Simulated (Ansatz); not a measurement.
input.yaml (Ansatz)

```yaml
crystal:
  lattice:
    - [0.0, 3.4302007755, 3.4302007755]
    - [3.4302007755, 0.0, 3.4302007755]
    - [3.4302007755, 3.4302007755, 0.0]
  atoms:
    - { symbol: Tl, position: [0.125, 0.125, 0.125] }
    - { symbol: Tl, position: [0.875, 0.875, 0.875] }
hamiltonian:
  xc: r2scan
  pseudopotentials:
    kind: paw
    azcp:
      Tl: "pseudopotentials/Tl.paw.azcp"
basis:
  ecutwfc: 500
  fft_grid_basis: typed
kpoints:
  mp_grid: { grid: [9, 9, 9], shift: [0, 0, 0] }
magnetization:
  spin_polarized: false
scf:
  occupations: { method: fermi_dirac, width: 0.1 }
  lower_state_search: "off"
output:
  stress: true
```

and its output:

```
Engine: ansatz 0.2.0, x86_64-unknown-linux-gnu
Pseudopotentials: kind: paw
Pseudopotential: Tl, paw, valence charge 13, recommended cutoff 500 eV (meta_gga) 
Functional definition: r2SCAN
  parameter k0 = 0.174
  parameter k1 = 0.065
  parameter a1 = 4.9479
  exchange = r2scan_x(k0 = k0, k1 = k1, a1 = a1)
  correlation = r2scan_c
Crystal: 2 atoms, lattice volume = 80.721 Å³
Basis set: ecut = 500 eV, 2085 PW (Γ), exchange–correlation on 144×144×144 points (64 copies of the dense FFT grid, shifted against one another)
Bands: 17, of which v1, the nominal top of the filled ones, is band 13 counted from 1 (12 counted from 0)
Symmetry: 48 space group operations
Space group: Fd-3m (ITA 227), of the structure as read, at distance tolerance 4.3e-5 Å
k-points: 35 of 729
Non-local potential: Tl, projectors of the file, l = 0: 2, l = 1: 2, l = 2: 2, l = 3: 1
PAW form: soft (Blöchl's): semilocal exchange-correlation on the pseudo side does not see the compensation charge
PAW frozen core: Tl, regenerated for the run's functional (the file was generated under x = pbe(κ = 0.804, μ = 0.2195149727645171), c = pbe(β = 0.06672455060314922))
PAW one-centre angular grid: Tl, 590 points (default); XC on 160 Gauss nodes
Initial density: superposition of atomic densities (neutral atoms: chi_scale 0, normalization atom), corrected by the library's trained network
Initial wavefunctions: pseudopotential atomic-orbital guess
Functional: x = r2scan, c = r2scan; τ floored in thin density (d = 2e-4 eV/Å³)
SCF iter   1: F=-22916.384339 eV  HF=-22916.406891 eV  |F-HF|=2.26e-2  |Δ(HF+E_count)|=         —  Δρ=6.73e-3  dr2=2.80e-2  dr2_τ=1.56e-2  ethr=1.77e-3  ⟨swp⟩=5.9  Hψ=3384  notcnv=0
SCF iter   2: F=-22916.387239 eV  HF=-22916.403665 eV  |F-HF|=1.64e-2  |Δ(HF+E_count)|=   3.23e-3  Δρ=5.05e-3  dr2=1.87e-2  dr2_τ=2.91e-3  ethr=1.08e-4  ⟨swp⟩=2.0  Hψ=1610  notcnv=0
SCF iter   3: F=-22916.396095 eV  HF=-22916.396033 eV  |F-HF|=6.16e-5  |Δ(HF+E_count)|=   7.63e-3  Δρ=2.69e-4  dr2=1.01e-4  dr2_τ=1.75e-6  ethr=7.21e-5  ⟨swp⟩=2.0  Hψ=1183  notcnv=0
SCF iter   4: F=-22916.396121 eV  HF=-22916.396117 eV  |F-HF|=3.64e-6  |Δ(HF+E_count)|=   8.40e-5  Δρ=6.60e-5  dr2=6.41e-6  dr2_τ=1.36e-7  ethr=3.88e-7  ⟨swp⟩=3.0  Hψ=1214  notcnv=0
SCF iter   5: F=-22916.396122 eV  HF=-22916.396122 eV  |F-HF|=2.93e-7  |Δ(HF+E_count)|=   4.82e-6  Δρ=1.81e-5  dr2=2.98e-7  dr2_τ=1.12e-8  ethr=2.47e-8  ⟨swp⟩=3.0  Hψ=1053  notcnv=0
SCF iter   6: F=-22916.396122 eV  HF=-22916.396122 eV  |F-HF|=1.27e-8  |Δ(HF+E_count)|=   3.24e-7  Δρ=2.75e-6  dr2=6.68e-9  dr2_τ=1.67e-10  ethr=3.85e-10  ⟨swp⟩=4.1  Hψ=2116  notcnv=0
SCF 1 converged in 6 iterations: F = -22916.396122 eV  dr2 = 6.68e-9
SCF converged after 6 iterations
Free energy (F): -22916.396122 eV
Harris-Foulkes:  -22916.396122 eV  (|F-HF|=1.27e-8)
Internal energy: -22916.339685 eV  (E = F + TS)
E sigma→0 (E₀):  -22916.367904 eV
Entropy (-TS):   -0.056437 eV (-28.219 meV/atom)
Fermi energy:    6.026120 eV
--- Per-component energies (eV) ---
  E_band       = -110.561137
  E_kinetic    = 668.996938
  E_local      = -2415.807143  (includes V_loc(G=0)·N_el)
  E_nonlocal   = 634.434451
  E_hartree    = 925.343711
  E_xc         = -435.627394
  E_vxc        = -311.994982  (∫ρ·V_xc dr)
  E_paw        = -20384.940319  (= ΣΔE_a)
  E_vpaw       = -561.344299  (= ΣTr[D̂ρ^β])
  E_aug_tail   = 0.000036  (compensation charges beyond the density's cutoff)
  E_vtau       = 24.463583  (kinetic-family band-sum trace: ∫τ·v_τ [+ j·A + Jᵃ·Aᵃ] dr)
  E_ewald      = -1910.819487
  E_core_change = 2.079522  (= ΣΔE_core)
  E_smearing   = -0.056437  (= −TS)
  E_closure    = -0.000000  (closes the sum)
  Σ components = -22916.396122   (vs F -22916.396122, Δ=0.00e0)
--- Stress (GPa, compression-positive) ---
        0.825043      -0.000000       0.000000
       -0.000000       0.825043      -0.000000
        0.000000       0.000000       0.825043
  P = ⅓ Tr σ = 0.8250 GPa (8.250 kbar)
```

Command:

```sh
ansatz run input.yaml --threads 1 --pin off --max-ram 3584MiB --backend cpu --events-out ev --progress --plain --runs-dir out
```

On 1 thread of Intel(R) Xeon(R) Platinum 8259CL CPU @ 2.50GHz (Skylake/Cascade Lake) (shared host) this took about 11 s of wall time and 11 s of CPU time.
